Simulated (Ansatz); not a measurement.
Input:

CsNb(PO4)2 (space group C2/m)

```xyz
12
Lattice="4.4033 -2.6293 0.0000 4.4033 2.6293 0.0000 -0.4562 0.0000 8.7942" Properties=species:S:1:pos:R:3 pbc="T T T"
Cs     0.0000     0.0000     0.0000
Nb    -0.2281     0.0000     4.3971
P      2.7974     0.0000     6.1129
P      5.5529     0.0000     2.6813
O      4.7075     1.2460     3.0991
O      3.6427    -1.2460     5.6951
O      3.6427     1.2460     5.6951
O      4.7075    -1.2460     3.0991
O      6.7983     0.0000     3.6337
O      1.5520     0.0000     5.1605
O      5.9052     0.0000     1.2376
O      2.4451     0.0000     7.5566
```

E(V) scan at fixed shape, V₀ the volume above. The atoms relax within the cell's symmetry.

Level of theory: PBEsol (plane waves to 420 eV, PAW, scalar-relativistic; Ansatz, a first-principles code). k mesh 6×6×3 (Γ-centred), Fermi-Dirac smearing 0.05 eV. E stands for the smeared free energy. Compression counts positive. With the shape held, the modulus is that of even scaling; a crystal free to change shape is softer. CsNb(PO4)2 is run without spin polarisation. CsNb(PO4)2 was relaxed with its symmetry unable to fall. The zero of ΔE is the relaxed starting cell.

The scan covers V/V₀ from 0.940 to 1.060 in 9 points.

Q: What bulk modulus at fixed cell shape B₀ follows from a third-order Birch-Murnaghan fit?

A: 38.1 GPa.

Q: What is the fitted pressure derivative B₀′?

A: 3.9.

(A scan under strain: stresses follow from slopes of the energy per volume, elastic moduli from its curvatures.)
